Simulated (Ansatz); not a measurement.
Rh (fcc (Cu type)), relaxed and computed with several functionals in Ansatz (plane waves, PAW).

```json
[
 {"functional": "r²SCAN", "a (Å)": "3.800", "B₀ by P(V) fit (GPa)": "282", "K_Hill (GPa)": "282", "G_Hill (GPa)": "162", "Θ_D (K)": "499"},
 {"functional": "PBEsol", "a (Å)": "3.780", "B₀ by P(V) fit (GPa)": "295", "K_Hill (GPa)": "295", "G_Hill (GPa)": "173", "Θ_D (K)": "513"},
 {"functional": "r²SCAN+D4", "a (Å)": "3.788", "B₀ by P(V) fit (GPa)": "292", "K_Hill (GPa)": "292", "G_Hill (GPa)": "168", "Θ_D (K)": "506"},
 {"functional": "LDA", "a (Å)": "?", "B₀ by P(V) fit (GPa)": "?", "K_Hill (GPa)": "?", "G_Hill (GPa)": "?", "Θ_D (K)": "?"},
 {"functional": "PBE", "a (Å)": "3.830", "B₀ by P(V) fit (GPa)": "257", "K_Hill (GPa)": "257", "G_Hill (GPa)": "152", "Θ_D (K)": "484"},
 {"functional": "PBE+D3(BJ)", "a (Å)": "3.793", "B₀ by P(V) fit (GPa)": "281", "K_Hill (GPa)": "281", "G_Hill (GPa)": "168", "Θ_D (K)": "507"}
]
```

What belongs in the gaps?


- LDA, a (Å): 3.754
- LDA, B₀ by P(V) fit (GPa): 317
- LDA, K_Hill (GPa): 317
- LDA, G_Hill (GPa): 182
- LDA, Θ_D (K): 525

All cells were relaxed under the symmetry of their starts (and spin orders); stability against distortions was not tested throughout. Rows with no word on spin ran without spin polarisation. Scalar-relativistic: spin–orbit coupling is off unless named, which matters more the heavier the elements.

Potentials: the later of the program's two PAW sets.

Ansatz (an electronic-structure program) is a plane-wave DFT program.
